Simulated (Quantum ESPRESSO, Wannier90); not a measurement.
## KCl (rock salt), plane waves to Wannier functions

Cell from Materials Project (mp-23193), symmetrised, no further relaxation. COD (Crystallography Open Database) has the formula in 2 space groups, this one among them (matched by group alone). Computed values, not measurements, from PBEsol: Quantum ESPRESSO (norm-conserving PseudoDojo potentials, cutoff 60 Ry, no spin polarisation, no spin-orbit coupling) on a Γ-centred 8×8×8 mesh, then Wannier90. Density: 8×8×8 mesh, cold smearing 0.01 Ry.

```
begin unit_cell_cart
ang
    0.0000000000    3.1418700000    3.1418700000
    3.1418700000    0.0000000000    3.1418700000
    3.1418700000    3.1418700000    0.0000000000
end unit_cell_cart
mp_grid = 8 8 8
```

Q: Which shells of neighbouring k-points and which b-vectors and weights does Wannier90 pick for this cell and mesh?

A: 
```
 *---------------------------------- K-MESH ----------------------------------*
 +----------------------------------------------------------------------------+
 |                    Distance to Nearest-Neighbour Shells                    |
 |                    ------------------------------------                    |
 |          Shell             Distance (Ang^-1)          Multiplicity         |
 |          -----             -----------------          ------------         |
 |             1                   0.216487                      8            |
 |             2                   0.249978                      6            |
 |             3                   0.353522                     12            |
 |             4                   0.414542                     24            |
 |             5                   0.432974                      8            |
 |             6                   0.499956                      6            |
 |             7                   0.544814                     24            |
 |             8                   0.558968                     24            |
       ... (lines left out)
 +----------------------------------------------------------------------------+
 | The b-vectors are chosen automatically                                     |
 | The following shells are used:                       1                     |
 +----------------------------------------------------------------------------+
 |                        Shell   # Nearest-Neighbours                        |
 |                        -----   --------------------                        |
 |                          1               8                                 |
 +----------------------------------------------------------------------------+
 | Completeness relation is fully satisfied [Eq. (B1), PRB 56, 12847 (1997)]  |
 +----------------------------------------------------------------------------+
 |                  b_k Vectors (Ang^-1) and Weights (Ang^2)                  |
 |                  ----------------------------------------                  |
 |            No.         b_k(x)      b_k(y)      b_k(z)        w_b           |
 |            ---        --------------------------------     --------        |
 |             1         0.124989    0.124989   -0.124989     8.001413        |
 |             2         0.124989   -0.124989    0.124989     8.001413        |
 |             3        -0.124989    0.124989    0.124989     8.001413        |
 |             4         0.124989    0.124989    0.124989     8.001413        |
 |             5        -0.124989   -0.124989    0.124989     8.001413        |
 |             6        -0.124989    0.124989   -0.124989     8.001413        |
 |             7         0.124989   -0.124989   -0.124989     8.001413        |
 |             8        -0.124989   -0.124989   -0.124989     8.001413        |
```
